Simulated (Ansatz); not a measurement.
BN (wurtzite), energy against volume

BN (wurtzite)

```cif
data_B2N2
_chemical_formula_sum 'B2 N2'
_space_group_name_H-M_alt 'P 1'
_space_group_IT_number 1
_cell_length_a 2.54397
_cell_length_b 2.54397
_cell_length_c 4.20774
_cell_angle_alpha 90.000
_cell_angle_beta 90.000
_cell_angle_gamma 120.000
loop_
_space_group_symop_operation_xyz
  'x, y, z'
loop_
_atom_site_label
_atom_site_type_symbol
_atom_site_fract_x
_atom_site_fract_y
_atom_site_fract_z
_atom_site_occupancy
B1 B 0.66667 0.33333 0.99990 1
B2 B 0.33333 0.66667 0.49990 1
N1 N 0.66667 0.33333 0.62530 1
N2 N 0.33333 0.66667 0.12530 1
```

This relaxed cell (volume V₀) is scaled evenly in all directions, its shape held. The atoms relax within the cell's symmetry.

Computed with r2SCAN (plane waves to 500 eV, PAW, scalar-relativistic; Ansatz, a program for electronic structure). k mesh 15×15×8 (Γ-centred), Fermi-Dirac smearing 0.05 eV. Energies are smeared free energies. Stress and pressure are positive under compression. With the shape held, the modulus is that of even scaling; a crystal free to change shape is softer. BN was relaxed with its symmetry unable to fall. The zero of ΔE is the relaxed starting cell.

```json
[
 {"V/V₀": "0.940", "ΔE (meV/atom)": "28.5", "P (GPa)": "27.1"},
 {"V/V₀": "0.952", "ΔE (meV/atom)": "17.9", "P (GPa)": "21.1"},
 {"V/V₀": "0.964", "ΔE (meV/atom)": "9.9", "P (GPa)": "15.4"},
 {"V/V₀": "0.976", "ΔE (meV/atom)": "4.3", "P (GPa)": "9.9"},
 {"V/V₀": "0.988", "ΔE (meV/atom)": "1.1", "P (GPa)": "4.8"},
 {"V/V₀": "1.000", "ΔE (meV/atom)": "0.0", "P (GPa)": "0.0"},
 {"V/V₀": "1.012", "ΔE (meV/atom)": "1.0", "P (GPa)": "-4.6"},
 {"V/V₀": "1.024", "ΔE (meV/atom)": "4.0", "P (GPa)": "-8.9"},
 {"V/V₀": "1.036", "ΔE (meV/atom)": "8.8", "P (GPa)": "-13.0"},
 {"V/V₀": "1.048", "ΔE (meV/atom)": "15.4", "P (GPa)": "-16.8"},
 {"V/V₀": "1.060", "ΔE (meV/atom)": "23.7", "P (GPa)": "-20.5"}
]
```

Summary:

```
Quantity                                                                       Value
---------------------------------------------------------------------  -------------
Pressure at the smallest volume                                             27.1 GPa
Energy cost of the largest compression                                 28.5 meV/atom
Energy cost of the largest expansion                                   23.7 meV/atom
Bulk modulus at fixed cell shape B₀ (third-order Birch-Murnaghan fit)        391 GPa
Pressure derivative B₀′ (fit)                                                    3.7
Equilibrium volume of the fit                                           5.90 Å³/atom
Pressure for 5 % compression (fit)                                          22.1 GPa
```

(Under strain, the slope of the energy per volume gives the stress and its curvature an elastic modulus.)
